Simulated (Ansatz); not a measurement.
BaTe:
```
CELL_PARAMETERS angstrom
      0.00000     3.53156     3.53156
      3.53156     0.00000     3.53156
      3.53156     3.53156     0.00000
ATOMIC_POSITIONS crystal
  Ba 0.00000 0.00000 0.00000
  Te 0.50000 0.50000 0.50000
```

r²SCAN in the plane-wave PAW code Ansatz gives a gap of 2.00 eV without spin–orbit coupling, maximum at Γ, minimum at X.

Question: What happens when spin–orbit coupling is switched on?

Answer: The gap drops by 0.26 eV, to 1.74 eV; maximum at Γ, minimum at X.

Question: How large is the spin–orbit splitting of the valence top at Γ?

Answer: The fourfold level lies 0.82 eV above the split-off pair.

Question: Give the electron effective mass with spin–orbit coupling.

Answer: 0.28, 0.28, 1.3 mₑ (principal values).

Question: Give the hole effective mass with spin–orbit coupling, band 1 of 2 at the edge.

Answer: 1.3 along [100], 0.69 along [110], 0.56 along [111] (mₑ).

Question: Give the hole effective mass with spin–orbit coupling, band 2 of 2 at the edge.

Answer: 0.22 along [100], 0.26 along [110], 0.29 along [111] (mₑ).

Space group Fm-3m (rock salt). Symmetry was held in the r²SCAN relaxation.

Potentials: the later of the program's two PAW sets.
